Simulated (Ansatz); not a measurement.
ZnInGaO$_{4}$ in space group R3m (No. 160; Pearson symbol hR7), PBEsol in the plane-wave PAW code Ansatz. The conduction-band minimum lies at Γ, with 1 equivalent valley. Second derivatives d²E/dk² of the lowest band at one valley (eV·Å²), along Cartesian directions:

| direction | d²E/dk² |
|---|---|
| [100] | 39.59 |
| [010] | 39.59 |
| [001] | 42.06 |
| [110] | 39.59 |
| [101] | 40.82 |
| [011] | 40.82 |

Question: Find the principal effective masses, the density-of-states mass and the conductivity mass.

Answer: Off-diagonal terms follow from H_xy = H[110] − (H_xx + H_yy)/2, and m*/mₑ = 7.620 eV·Å² over each eigenvalue: 0.18, 0.19, 0.19. One valley's DOS mass (m₁m₂m₃)^(1/3) = 0.19, conductivity mass 3/(Σ 1/mᵢ) = 0.19 mₑ.

Question: What effective density of states Nc follows at 300 K for parabolic valleys?

Answer: Nc = 2.509e19 × 1 × (0.19)^(3/2) ≈ 2.1e18 cm⁻³.

Question: With the computed static dielectric constant 11.5 (mean of the diagonal), estimate a hydrogenic donor's binding energy and radius.

Answer: E = 13.606 eV × 0.19/11.5² ≈ 20 meV; a = 0.529 Å × ε/m* ≈ 32 Å. Semilocal masses tend to be too small when the gap is underestimated.

The cell was relaxed with PBEsol under the symmetry of its start. Spin–orbit coupling is left out wherever it is not named.

Potentials: the earlier of the program's two PAW sets. The files were generated under PBE; for other functionals the program regenerates the frozen cores, and for LDA and PBEsol the local potential too.
